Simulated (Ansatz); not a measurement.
Q: Ti (hcp (Mg type), space group No. 194) is relaxed with DFT-PBE in the program Ansatz with PAW potentials. What lattice parameters of the conventional cell result?

A: a = 2.939 Å, c = 4.648 Å.

Space group P6_3/mmc (hcp (Mg type)). Symmetry was held in the PBE relaxation. The run is not spin-polarised. Axis ratios of metals converge slowly with the k-mesh, so a and c are less sure than the volume.

Potentials: the later of the program's two PAW sets.
